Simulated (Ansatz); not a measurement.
All-electron LAPW in Ansatz 0.2.0 under PBE, scalar-relativistic, energies extrapolated to zero smearing. Slabs are 1×1 cells cut from bulk crystals relaxed on PAW files, with atoms then relaxed, 16 to 20 Å of vacuum, a dipole correction, k spacings of 0.16 to 0.26 Å⁻¹ and smearing of 0.02 to 0.1 eV, without spin–orbit coupling or spin polarisation. The bulk type named needn't be the stable one, and no reconstruction is allowed.

```json
{"slab": "fcc Ag (100), 3 layers", "area (Å²)": "8.60", "γ (J/m²)": "?", "Φ (eV)": "4.28", "Δd12 (%)": "-1.9"}
{"slab": "fcc Ag (111), 6 layers", "area (Å²)": "7.45", "γ (J/m²)": "?", "Φ (eV)": "4.43", "Δd12 (%)": "-0.6"}
{"slab": "fcc Ag (100), 6 layers", "area (Å²)": "8.60", "γ (J/m²)": "0.80", "Φ (eV)": "4.26", "Δd12 (%)": "-2.0"}
```

(1) What belongs in the row "fcc Ag (100), 3 layers", column "γ (J/m²)"?

(2) Give the missing entry: row "fcc Ag (111), 6 layers", column "γ (J/m²)".

## Answers

(1) 0.85.

(2) 0.73.
